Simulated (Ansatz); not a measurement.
51V NMR of the central transition in VBiO4

Cell: a COD entry (listed for 566 K), ions relaxed with PBE at fixed cell.

```cif
data_VBiO4
_symmetry_space_group_name_H-M 'I4_1/a:1'
_symmetry_Int_Tables_number 88
_cell_length_a 5.1470
_cell_length_b 5.1470
_cell_length_c 11.7216
_cell_angle_alpha 90.000
_cell_angle_beta 90.000
_cell_angle_gamma 90.000
loop_
_atom_site_label
_atom_site_type_symbol
_atom_site_symmetry_multiplicity
_atom_site_Wyckoff_symbol
_atom_site_fract_x
_atom_site_fract_y
_atom_site_fract_z
V V 4 a 0.0000 0.5000 0.2500
Bi Bi 4 b 0.5000 0.0000 0.2500
O O 16 f 0.6394 0.2491 0.8286
```

One atom of each set is listed; the run and its k-mesh use a cell of 12 atoms with edges of 6.90, 6.90, 6.90 Å.

Method: Kohn–Sham DFT in Ansatz, r2SCAN, plane waves and PAW, scalar-relativistic, 500 eV cutoff, Γ-centred 6×6×6 k-points, Fermi–Dirac smearing 0.02 eV.

51V has I = 7/2 and Q = -52.00 mb (Pyykkö 2018); at 18.8 T its Larmor frequency is ν₀ = 210.8 MHz. Only the quadrupole interaction is simulated: positions count from each site's isotropic chemical shift, and J coupling is left out, as are shift anisotropy and dipolar coupling, which fast spinning averages.

Question: Simulate the second-order pattern (fast magic-angle spinning, Gaussian broadening 0.02 kHz) of site V (4 O at 1.73 Å).

Answer: The calculation gives C_Q = -5.33 MHz and η = 0.00, so ν_Q = 0.380 MHz and the centre of gravity lies at -1.63 ppm (-0.343 kHz).

```csv
offset (kHz),height
-0.8949,0
-0.8739,0
-0.8529,3
-0.8319,4
-0.8109,4
-0.7898,4
-0.7688,5
-0.7478,5
-0.7268,5
-0.7058,5
-0.6847,5
-0.6637,5
-0.6427,5
-0.6217,5
-0.6007,6
-0.5796,6
-0.5586,9
-0.5376,67
-0.5166,69
-0.4955,48
-0.4745,40
-0.4535,36
-0.4325,35
-0.4115,32
-0.3904,32
-0.3694,32
-0.3484,31
-0.3274,31
-0.3064,32
-0.2853,33
-0.2643,34
-0.2433,36
-0.2223,39
-0.2012,43
-0.1802,49
-0.1592,61
-0.1382,100
-0.1172,66
-0.0961,2
-0.0751,0
```

An axis of threefold or higher order runs through V, so V_zz lies along it and η is zero.

The largest force is 0.3 eV/Å, so the atoms aren't at the calculated equilibrium and relaxing them would move these values.

The run took 81 s of wall time (81 s of CPU time) and 1.3 GiB at its peak, on 1 thread of Arm Neoverse V1 (aarch64; 8 cores open to the job, memory cap 3.0 GiB, no GPU), a shared host with a load of 0.5 a core.
